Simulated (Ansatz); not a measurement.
Below is a relaxed structure of MgZr2H6. The cell was found from a structure generator's guess, not taken from experiment.

Level of theory: Ansatz, DFT PBE, scalar-relativistic, plane waves, PAW. Cutoff 420 eV, Γ-centred mesh, Gaussian smearing, no spin polarisation.

```
Mg Zr H
1.0
     5.41553    0.00000    0.00000
    -2.70777    4.68999    0.00000
     0.00000    0.00000    3.17501
Mg Zr H
1 2 6
Cartesian
  0.0000 0.0000 1.5875
  0.0000 3.1267 2.3649
  2.7078 1.5633 0.8101
  2.7078 2.8731 2.3885
  1.5734 0.9084 2.3885
  3.8421 0.9084 2.3885
  0.0000 1.8169 0.7865
  1.1343 3.7816 0.7865
  -1.1343 3.7816 0.7865
```

Energies over the elements count from the elements' standard structures at the same level (H₂ as a molecule), with no fitted energy shifts.

Question: What space group does it have?

Answer: P-3m1 (No. 164). Conventional cell: a = 5.416 Å, c = 3.175 Å. Mg has 6 H at 1.99 Å, 6 H at 2.99 Å, 2 Mg at 3.18 Å and 6 Zr at 3.22 Å; around Zr lie 6 H at 2.05–2.07 Å, 6 H at 2.72 Å, 2 Zr at 3.18 Å and 3 Mg at 3.22 Å; H is surrounded by 1 Mg at 1.99 Å, 2 Zr at 2.05–2.07 Å and 6 H at 2.27–2.42 Å.

Question: What is its formation energy per atom?

Answer: −0.15 eV/atom. It lies below the elements, which doesn't yet make it stable against other compounds or structures.

Question: Is it a metal?

Answer: Yes, bands cross the Fermi level on the 12×12×12 mesh.

Question: From what recipe could a structure generator have reached it?

Answer: One such recipe: perovskite family, AX3 layers stacked AB, next cell at A (P-3m1, No. 164). Other recipes can lead to the same cell.

The last run used a 12×12×12 mesh for its 9-atom cell and Gaussian smearing of 0.10 eV. With hydrogen, zero-point motion can shift formation energies by some tens of meV/atom. Symmetry constrained the relaxation, so the result can be a saddle point.
